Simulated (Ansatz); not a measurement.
Computed with Ansatz 0.2.0, DFT PBE, scalar-relativistic, plane waves, PAW. All cells share a 420 eV cutoff and Γ-centred k meshes spaced at most about 0.3 Å⁻¹ (about 0.25 or finer for metals, 2π included). No spin polarisation in the final relaxations.

These are static total energies at zero pressure.

Two forms of ScSbSe3 were relaxed alike.

A.

```cif
data_structure
_symmetry_space_group_name_H-M 'Pm-3m'
_symmetry_Int_Tables_number 221
_cell_length_a 5.1269
_cell_length_b 5.1269
_cell_length_c 5.1269
_cell_angle_alpha 90.000
_cell_angle_beta 90.000
_cell_angle_gamma 90.000
_cell_volume 134.76
loop_
_atom_site_label
_atom_site_type_symbol
_atom_site_symmetry_multiplicity
_atom_site_Wyckoff_symbol
_atom_site_fract_x
_atom_site_fract_y
_atom_site_fract_z
_atom_site_occupancy
Sc1 Sc 1 b 0.50000 0.50000 0.50000 1
Sb1 Sb 1 a 0.00000 0.00000 0.00000 1
Se1 Se 3 c 0.00000 0.50000 0.50000 1
```

B.

```cif
data_structure
_symmetry_space_group_name_H-M 'P4mm'
_symmetry_Int_Tables_number 99
_cell_length_a 4.0418
_cell_length_b 4.0418
_cell_length_c 8.4906
_cell_angle_alpha 90.000
_cell_angle_beta 90.000
_cell_angle_gamma 90.000
_cell_volume 138.70
loop_
_atom_site_label
_atom_site_type_symbol
_atom_site_symmetry_multiplicity
_atom_site_Wyckoff_symbol
_atom_site_fract_x
_atom_site_fract_y
_atom_site_fract_z
_atom_site_occupancy
Sc1 Sc 1 a 0.00000 0.00000 0.79842 1
Sb1 Sb 1 b 0.50000 0.50000 0.55454 1
Se1 Se 1 a 0.00000 0.00000 0.48574 1
Se2 Se 2 c 0.50000 0.00000 0.01364 1
```

Problem. Which would you expect to be lower, and how large is the difference?

Solution. B is lower, by 205 meV/atom. A has the cubic perovskite type, space group Pm-3m (No. 221), 27.0 Å³/atom and no gap on its mesh; B has space group P4mm (No. 99), 27.7 Å³/atom and no gap. Counting Sb or Se atoms around Sc (for each partner element, those within 1.25 times its shortest distance or 1.15 times the sum of covalent radii, where it is the nearest in units of that sum or under 1.3; a plus sign parts groups by distance over the sum of covalent radii), A has Sc 6 and B has Sc 5+4. In A, Sc has 6 Se at 2.56 Å; Sb is surrounded by 12 Se at 3.63 Å; Se has 2 Sc at 2.56 Å, 4 Sb at 3.63 Å and 8 Se at 3.63 Å. In B, around Sc lie 5 Se at 2.65–2.72 Å and 4 Sb at 3.53 Å; Sb has 4 Se at 2.92 Å; Se on a site of symmetry 4mm has 1 Sc at 2.65 Å and 4 Sb at 2.92 Å; 1 more site not described. Both come from invented guesses.

No dispersion correction is applied, so the spacing and binding between layers, chains or molecules are poorly described (P4mm), and this can change margins and order among such cells. Spin–orbit coupling, which can matter for Sb, is left out. Cells relaxed within their symmetry can be saddle points.
